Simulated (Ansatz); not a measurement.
BiB (zinc blende, F-43m), the program Ansatz at the r²SCAN level (PAW), all energies at zero smearing, with the estimated change up to a 700 eV cutoff added, with one set of potentials and settings (totals compare only within such a set). Cell of 2 atoms (1 Bi, 1 B): -12566.085 eV.

| element | reference phase | E (eV/atom) |
|---|---|---|
| Bi | R-3m, 2 atoms in the cell | -12411.0586 |
| B | R-3m, 12 atoms in the cell | -156.5544 |

Formation energy per atom, worked out: (-12566.085 − 1×(-12411.0586) − 1×(-156.5544))/2 = 0.764 eV/atom (74 kJ per mol of atoms), at 0 K, without zero-point energy or fitted corrections.

The cell is a constructed one: a structure type filled with these elements; neither database checked (COD, Materials Project) lists it. Whether it is the stable phase at ambient conditions was not checked. The cell was relaxed with r²SCAN under the symmetry of its start; of distortions, only those at the zone centre were tested. The references are the lowest solids computed at this level, not always the standard phases. Spin–orbit coupling is left out wherever it is not named.

Potentials: the later of the program's two PAW sets.
